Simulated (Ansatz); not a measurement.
Input file for Ansatz (a first-principles code):

Ansatz 0.2 input:
```yaml
crystal:
  lattice:
    - [3.3504976861, 4.4118302045, 0.0]
    - [-3.3504976861, 4.4118302045, 0.0]
    - [-1.0682351757, 0.0, 4.8277362162]
  atoms:
    - { symbol: In, position: [0.6928353488, 0.6928353488, 0.0] }
    - { symbol: In, position: [0.3071646512, 0.3071646512, 0.0] }
    - { symbol: Ge, position: [0.7661815758, 0.2338184242, 0.5929729987] }
    - { symbol: Ge, position: [0.2338184242, 0.7661815758, 0.4070270013] }
    - { symbol: O, position: [0.0745405359, 0.5947274668, 0.2115906517] }
    - { symbol: O, position: [0.9254594641, 0.4052725332, 0.7884093483] }
    - { symbol: O, position: [0.5947274668, 0.0745405359, 0.7884093483] }
    - { symbol: O, position: [0.4052725332, 0.9254594641, 0.2115906517] }
    - { symbol: O, position: [0.0, 0.0, 0.5] }
    - { symbol: O, position: [0.4086506198, 0.5913493802, 0.7269393861] }
    - { symbol: O, position: [0.5913493802, 0.4086506198, 0.2730606139] }
kpoints:
  mp_grid: { grid: [5, 5, 6] }
hamiltonian:
  xc: r2scan
  pseudopotentials: { kind: paw }
scf:
  occupations: { method: fixed }
elastic: { mode: relaxed_ion, stencil: two_point, amplitude: 0.005, f_tol: 0.0005 }
```

Output (shortened):

```
Pseudopotential: In, paw, valence charge 13
Pseudopotential: Ge, paw, valence charge 14
Pseudopotential: O, paw, valence charge 6
Functional definition: r2SCAN
Crystal: 11 atoms, lattice volume = 142.726 Å³
Basis set: ecut = 500 eV, 3611 PW (Γ), exchange–correlation on 180×180×160 points (64 copies of the dense FFT grid, shifted against one another)
Bands: 59, of which v1, the nominal top of the filled ones, is band 48 counted from 1 (47 counted from 0)
Symmetry: 4 space group operations
Space group: C2/m (ITA 12), of the structure as read, at distance tolerance 5.2e-5 Å
k-points: 48 of 150
SCF 1 converged in 14 iterations: F = -23811.542515 eV  dr2 = 1.42e-14
Crystal: 11 atoms, lattice volume = 142.726 Å³
SCF 2 converged in 2 iterations: F = -23811.542515 eV  dr2 = 3.63e-15
Crystal: 11 atoms, lattice volume = 142.012 Å³
Basis set: ecut = 500 eV, 3575 PW (Γ), exchange–correlation on 180×180×160 points (64 copies of the dense FFT grid, shifted against one another)
SCF 3 converged in 13 iterations: F = -23811.538362 eV  dr2 = 8.85e-14
relax step   1: F+E_penalty+E_count = -23811.53836215 eV  Δ(F+E_penalty+E_count) = +0.000e0 eV  max|allowed force component| = 2.004e-1 eV/Å  Δτ_max = 0.0000 Å  (13 SCF iters, accepted)
Crystal: 11 atoms, lattice volume = 142.012 Å³
SCF 4 converged in 12 iterations: F = -23811.539426 eV  dr2 = 2.97e-14
relax step   2: F+E_penalty+E_count = -23811.53942587 eV  Δ(F+E_penalty+E_count) = -1.064e-3 eV  max|allowed force component| = 9.286e-2 eV/Å  Δτ_max = 0.0031 Å  (12 SCF iters, accepted)
Crystal: 11 atoms, lattice volume = 142.012 Å³
SCF 5 converged in 12 iterations: F = -23811.539818 eV  dr2 = 7.18e-14
relax step   3: F+E_penalty+E_count = -23811.53981807 eV  Δ(F+E_penalty+E_count) = -3.922e-4 eV  max|allowed force component| = 7.273e-3 eV/Å  Δτ_max = 0.0033 Å  (12 SCF iters, accepted)
Crystal: 11 atoms, lattice volume = 142.012 Å³
SCF 6 converged in 10 iterations: F = -23811.539823 eV  dr2 = 3.38e-14
relax step   4: F+E_penalty+E_count = -23811.53982272 eV  Δ(F+E_penalty+E_count) = -4.646e-6 eV  max|allowed force component| = 3.304e-3 eV/Å  Δτ_max = 0.0005 Å  (10 SCF iters, accepted)
Crystal: 11 atoms, lattice volume = 142.012 Å³
SCF 7 converged in 10 iterations: F = -23811.539820 eV  dr2 = 2.00e-14
relax step   5: F+E_penalty+E_count = -23811.53981951 eV  Δ(F+E_penalty+E_count) = +3.207e-6 eV  max|allowed force component| = 5.651e-3 eV/Å  Δτ_max = 0.0006 Å  (10 SCF iters, rejected (line search))
Crystal: 11 atoms, lattice volume = 142.012 Å³
SCF 8 converged in 10 iterations: F = -23811.539824 eV  dr2 = 1.31e-14
relax step   6: F+E_penalty+E_count = -23811.53982406 eV  Δ(F+E_penalty+E_count) = -1.341e-6 eV  max|allowed force component| = 2.927e-4 eV/Å  Δτ_max = 0.0003 Å  (10 SCF iters, accepted)
Crystal: 11 atoms, lattice volume = 142.012 Å³
SCF 9 converged in 2 iterations: F = -23811.539824 eV  dr2 = 4.68e-15
Crystal: 11 atoms, lattice volume = 143.439 Å³
Basis set: ecut = 500 eV, 3639 PW (Γ), exchange–correlation on 180×180×160 points (64 copies of the dense FFT grid, shifted against one another)
SCF 10 converged in 14 iterations: F = -23811.538507 eV  dr2 = 6.16e-15
relax step   1: F+E_penalty+E_count = -23811.53850733 eV  Δ(F+E_penalty+E_count) = +0.000e0 eV  max|allowed force component| = 1.906e-1 eV/Å  Δτ_max = 0.0000 Å  (14 SCF iters, accepted)
Crystal: 11 atoms, lattice volume = 143.439 Å³
SCF 11 converged in 13 iterations: F = -23811.539897 eV  dr2 = 8.28e-15
[...]
relax step   3: F+E_penalty+E_count = -23811.54194553 eV  Δ(F+E_penalty+E_count) = -4.876e-5 eV  max|allowed force component| = 6.444e-3 eV/Å  Δτ_max = 0.0008 Å  (10 SCF iters, accepted)
Crystal: 11 atoms, lattice volume = 142.725 Å³
SCF 64 converged in 10 iterations: F = -23811.541953 eV  dr2 = 4.94e-15
relax step   4: F+E_penalty+E_count = -23811.54195278 eV  Δ(F+E_penalty+E_count) = -7.255e-6 eV  max|allowed force component| = 1.665e-3 eV/Å  Δτ_max = 0.0005 Å  (10 SCF iters, accepted)
Crystal: 11 atoms, lattice volume = 142.725 Å³
SCF 65 converged in 9 iterations: F = -23811.541953 eV  dr2 = 2.39e-14
relax step   5: F+E_penalty+E_count = -23811.54195312 eV  Δ(F+E_penalty+E_count) = -3.323e-7 eV  max|allowed force component| = 8.654e-4 eV/Å  Δτ_max = 0.0003 Å  (9 SCF iters, accepted)
Crystal: 11 atoms, lattice volume = 142.725 Å³
SCF 66 converged in 8 iterations: F = -23811.541953 eV  dr2 = 6.23e-14
relax step   6: F+E_penalty+E_count = -23811.54195329 eV  Δ(F+E_penalty+E_count) = -1.712e-7 eV  max|allowed force component| = 1.006e-4 eV/Å  Δτ_max = 0.0002 Å  (8 SCF iters, accepted)
Crystal: 11 atoms, lattice volume = 142.725 Å³
SCF 67 converged in 2 iterations: F = -23811.541953 eV  dr2 = 1.62e-14
Crystal: 11 atoms, lattice volume = 142.725 Å³
SCF 68 converged in 12 iterations: F = -23811.541690 eV  dr2 = 7.02e-14
relax step   1: F+E_penalty+E_count = -23811.54168998 eV  Δ(F+E_penalty+E_count) = +0.000e0 eV  max|allowed force component| = 4.101e-2 eV/Å  Δτ_max = 0.0000 Å  (12 SCF iters, accepted)
Crystal: 11 atoms, lattice volume = 142.725 Å³
SCF 69 converged in 11 iterations: F = -23811.541953 eV  dr2 = 4.71e-14
relax step   2: F+E_penalty+E_count = -23811.54195275 eV  Δ(F+E_penalty+E_count) = -2.628e-4 eV  max|allowed force component| = 1.989e-3 eV/Å  Δτ_max = 0.0045 Å  (11 SCF iters, accepted)
Crystal: 11 atoms, lattice volume = 142.725 Å³
SCF 70 converged in 10 iterations: F = -23811.541953 eV  dr2 = 8.83e-15
relax step   3: F+E_penalty+E_count = -23811.54195319 eV  Δ(F+E_penalty+E_count) = -4.313e-7 eV  max|allowed force component| = 1.027e-3 eV/Å  Δτ_max = 0.0002 Å  (10 SCF iters, accepted)
Crystal: 11 atoms, lattice volume = 142.725 Å³
SCF 71 converged in 8 iterations: F = -23811.541953 eV  dr2 = 5.69e-14
relax step   4: F+E_penalty+E_count = -23811.54195328 eV  Δ(F+E_penalty+E_count) = -9.466e-8 eV  max|allowed force component| = 2.042e-4 eV/Å  Δτ_max = 0.0001 Å  (8 SCF iters, accepted)
Crystal: 11 atoms, lattice volume = 142.725 Å³
SCF 72 converged in 2 iterations: F = -23811.541953 eV  dr2 = 1.63e-14
SCF converged after 2 iterations
Free energy (F): -23811.542515 eV
Harris-Foulkes:  -23811.542515 eV  (|F-HF|=3.64e-12)
Internal energy: -23811.542515 eV  (E = F + TS)
E sigma→0 (E₀):  -23811.542515 eV
Fermi energy:    6.072657 eV
--- Per-component energies (eV) ---
  E_band       = -493.289725
  E_kinetic    = 1950.681213
  E_local      = -10078.600750  (includes V_loc(G=0)·N_el)
  E_nonlocal   = 1934.740225
  E_hartree    = 4146.786823
  E_xc         = -1046.300273
  E_vxc        = -1078.709978  (∫ρ·V_xc dr)
  E_paw        = -13588.607917  (= ΣΔE_a)
  E_vpaw       = -1583.950888  (= ΣTr[D̂ρ^β])
  E_aug_tail   = 0.007547  (compensation charges beyond the density's cutoff)
  E_vtau       = 68.969260  (kinetic-family band-sum trace: ∫τ·v_τ [+ j·A + Jᵃ·Aᵃ] dr)
  E_ewald      = -7129.785357
  E_core_change = -0.464026  (= ΣΔE_core)
  E_smearing   =  0.000000  (= −TS)
  E_closure    = 0.000000  (closes the sum)
  Σ components = -23811.542515   (vs F -23811.542515, Δ=0.00e0)
--- Forces (eV/Å), atoms counted from 1 ---
  atom   1  In     0.00000000    -0.00008970     0.00000000
  atom   2  In     0.00000000     0.00008970     0.00000000
  atom   3  Ge     0.00006001     0.00000000    -0.00026209
  atom   4  Ge    -0.00006001     0.00000000     0.00026209
  atom   5  O     -0.00016555    -0.00011067     0.00001722
  atom   6  O      0.00016555     0.00011067    -0.00001722
  atom   7  O      0.00016555    -0.00011067    -0.00001722
  atom   8  O     -0.00016555     0.00011067     0.00001722
  atom   9  O      0.00000000     0.00000000     0.00000000
  atom  10  O      0.00016985     0.00000000    -0.00000072
  atom  11  O     -0.00016985     0.00000000     0.00000072
  max |Σ_I F_I| component: 0.0 eV/Å
--- Stress (GPa, compression-positive) ---
        0.000896       0.000000      -0.000016
        0.000000       0.000395       0.000000
       -0.000024       0.000000      -0.000666
  P = ⅓ Tr σ = 0.0002 GPa (0.002 kbar)
--- Band table (eV; the first three rows and the last of 48) ---
  k-point 0: bands = ["-17.8005", "-17.6133", "-17.5937", "-17.5901", "-17.5885", "-17.5812", "-17.3315", "-17.3177", "-17.3062", "-17.2997", "-13.4788", "-12.1124", "-11.6202", "-11.5862", "-11.4666", "-11.3514", "-11.3307", "-6.4363", "-6.3392", "-6.3244", …
  k-point 1: bands = ["-17.8002", "-17.6138", "-17.5935", "-17.5910", "-17.5877", "-17.5824", "-17.3314", "-17.3178", "-17.3061", "-17.2996", "-13.4120", "-12.1481", "-11.6339", "-11.6073", "-11.5576", "-11.3667", "-11.2484", "-6.4282", "-6.3434", "-6.3220", …
  k-point 2: bands = ["-17.7995", "-17.6149", "-17.5932", "-17.5920", "-17.5869", "-17.5847", "-17.3312", "-17.3178", "-17.3057", "-17.2993", "-13.2462", "-12.2613", "-11.8241", "-11.5750", "-11.5344", "-11.4040", "-11.1835", "-6.4284", "-6.3707", "-6.3212", …
  k-point 47: bands = ["-17.8021", "-17.6087", "-17.5951", "-17.5935", "-17.5865", "-17.5849", "-17.3299", "-17.3191", "-17.3074", "-17.2982", "-13.1175", "-12.5246", "-11.7896", "-11.7008", "-11.4475", "-11.2618", "-11.1578", "-6.4603", "-6.4095", "-6.3640", …
--- Elastic constants: 6 strain directions × 2 members + reference (group order 4) ---
  dense FFT box of the reference and of every strained cell: 45×45×40
  strains applied: 11, 22, 33, 23, 13, 12; error gains …
  C = ∂σ_k/∂η_j (tension-positive GPa; Voigt order 11 22 33 23 13 12):
       239.533    119.063    121.229      0.000     13.030      0.000
       119.123    188.232    122.466      0.000     25.099      0.000
       121.250    122.429    226.614      0.000      6.463      0.000
         0.000      0.000      0.000     70.608      0.000      5.043
        13.057     25.095      6.467      0.000     59.794      0.000
         0.000      0.000      0.000      5.045      0.000     50.511
  reference stress σ⁰ (GPa):     -0.001      0.000      0.001      0.000      0.000      0.000
  moduli (Voigt/Reuss/Hill, GPa): K = 153.33/146.64/149.99   G = 55.62/52.18/53.90   E = 144.41   ν = 0.340
  mechanically stable: yes (min eigenvalue of sym C = 49.32 GPa)
  strain η (Voigt 11):  stress-route row diagonal C_11 = 239.53 GPa, energy-path curvature d²(F+E_count+ΔE)/dδ²/Ω₀ = 239.55 GPa
         δ    σ_11 (GPa)             F (eV)   n_scf  n_hpsi   n_pw
    -5.000e-3      -1.2126      -23811.5398241       2   21092   3626   relax 6 steps, max|allowed force component| 2.93e-4 eV/Å
     5.000e-3       1.1827      -23811.5399011       2   21173   3666   relax 4 steps, max|allowed force component| 3.18e-4 eV/Å
  strain η (Voigt 22):  stress-route row diagonal C_22 = 188.23 GPa, energy-path curvature d²(F+E_count+ΔE)/dδ²/Ω₀ = 188.29 GPa
         δ    σ_22 (GPa)             F (eV)   n_scf  n_hpsi   n_pw
    -5.000e-3      -0.9452      -23811.5404132       2   21007   3628   relax 6 steps, max|allowed force component| 2.06e-4 eV/Å
     5.000e-3       0.9371      -23811.5404209       2   21200   3662   relax 4 steps, max|allowed force component| 3.70e-4 eV/Å
  strain η (Voigt 33):  stress-route row diagonal C_33 = 226.61 GPa, energy-path curvature d²(F+E_count+ΔE)/dδ²/Ω₀ = 226.58 GPa
         δ    σ_33 (GPa)             F (eV)   n_scf  n_hpsi   n_pw
    -5.000e-3      -1.1413      -23811.5399938       2   21214   3623   relax 6 steps, max|allowed force component| 3.57e-4 eV/Å
     5.000e-3       1.1249      -23811.5400199       2   21129   3660   relax 3 steps, max|allowed force component| 3.82e-4 eV/Å
  strain η (Voigt 23):  stress-route row diagonal C_44 = 70.61 GPa, energy-path curvature d²(F+E_count+ΔE)/dδ²/Ω₀ = 70.61 GPa
         δ    σ_23 (GPa)             F (eV)   n_scf  n_hpsi   n_pw
    -5.000e-3      -0.3530      -23811.5417350       2   33420   3645   relax 6 steps, max|allowed force component| 2.91e-4 eV/Å
     5.000e-3       0.3530      -23811.5417350       2   33462   3645   relax 4 steps, max|allowed force component| 1.31e-4 eV/Å
  strain η (Voigt 13):  stress-route row diagonal C_55 = 59.79 GPa, energy-path curvature d²(F+E_count+ΔE)/dδ²/Ω₀ = 59.79 GPa
         δ    σ_13 (GPa)             F (eV)   n_scf  n_hpsi   n_pw
    -5.000e-3      -0.2984      -23811.5418441       2   21303   3644   relax 5 steps, max|allowed force component| 4.70e-4 eV/Å
     5.000e-3       0.2995      -23811.5418572       2   21098   3646   relax 4 steps, max|allowed force component| 1.63e-4 eV/Å
  strain η (Voigt 12):  stress-route row diagonal C_66 = 50.51 GPa, energy-path curvature d²(F+E_count+ΔE)/dδ²/Ω₀ = 50.54 GPa
         δ    σ_12 (GPa)             F (eV)   n_scf  n_hpsi   n_pw
    -5.000e-3      -0.2526      -23811.5419533       2   33530   3644   relax 6 steps, max|allowed force component| 1.01e-4 eV/Å
     5.000e-3       0.2526      -23811.5419533       2   33589   3644   relax 4 steps, max|allowed force component| 2.04e-4 eV/Å
```

Cost: very roughly 60 core-minutes on shared cores.

The workflow started from a Materials Project entry (that database holds measured and hypothetical structures alike); the Crystallography Open Database files this formula in space group No. 12, but the cells were not matched. Its standing as an ambient phase is unchecked. Symmetry was held in the r²SCAN relaxation; whether a distortion lowers the energy is not shown. Spin–orbit coupling is left out wherever it is not named.

Potentials: the later of the program's two PAW sets.

Ansatz is a plane-wave DFT program.
